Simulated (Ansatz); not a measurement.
SiO2:
```yaml
crystal:
  lattice:
    - [4.07117, 0.00000, 0.00000]
    - [0.00000, 5.02952, 0.00000]
    - [0.00000, 0.00000, 4.48259]
  atoms:
    - { symbol: Si, position: [0.50000, 0.34815, 0.75000] }
    - { symbol: Si, position: [0.50000, 0.65185, 0.25000] }
    - { symbol: Si, position: [0.00000, 0.15185, 0.25000] }
    - { symbol: Si, position: [0.00000, 0.84815, 0.75000] }
    - { symbol: O, position: [0.26884, 0.61795, 0.58039] }
    - { symbol: O, position: [0.73116, 0.38205, 0.41961] }
    - { symbol: O, position: [0.23116, 0.88205, 0.08039] }
    - { symbol: O, position: [0.76884, 0.11795, 0.91961] }
    - { symbol: O, position: [0.76884, 0.88205, 0.41961] }
    - { symbol: O, position: [0.23116, 0.11795, 0.58039] }
    - { symbol: O, position: [0.73116, 0.61795, 0.91961] }
    - { symbol: O, position: [0.26884, 0.38205, 0.08039] }
```

Tensor components refer to the Cartesian frame of this cell.

Task: Give the high-frequency dielectric tensor and the Born effective charge tensors of the independent atoms from DFPT, the program Ansatz at the r²SCAN level (PAW).

Result: 
ε∞:
```
3.24  0.00  0.00
0.00  3.33  0.00
0.00  0.00  3.37
```
Z* of atom 1 (Si), rows: field, columns: displacement, in e:
```
3.84  0.00  0.15
0.00  3.99  0.00
0.07  0.00  4.05
```
Z* of atom 5 (O), rows: field, columns: displacement, in e:
```
-1.92   0.48   0.35
 0.51  -1.99  -0.02
 0.27   0.08  -2.02
```

Static charges for comparison (Bader): Si1 +3.35, O5 -1.67 e. Born charges measure polarisation by displacement and can exceed these by far.

Space group Pbcn. The first step of the workflow began from a Materials Project structure, measured or hypothetical; the Crystallography Open Database copy checked does not list it. It is not the phase usual at ambient conditions (space group No. 92, 152, 154). The cell was relaxed with r²SCAN under the symmetry of its start; whether a distortion lowers the energy is not shown.

Potentials: the earlier of the program's two PAW sets. The files were generated under PBE; for other functionals the program regenerates the frozen cores, and for LDA and PBEsol the local potential too.
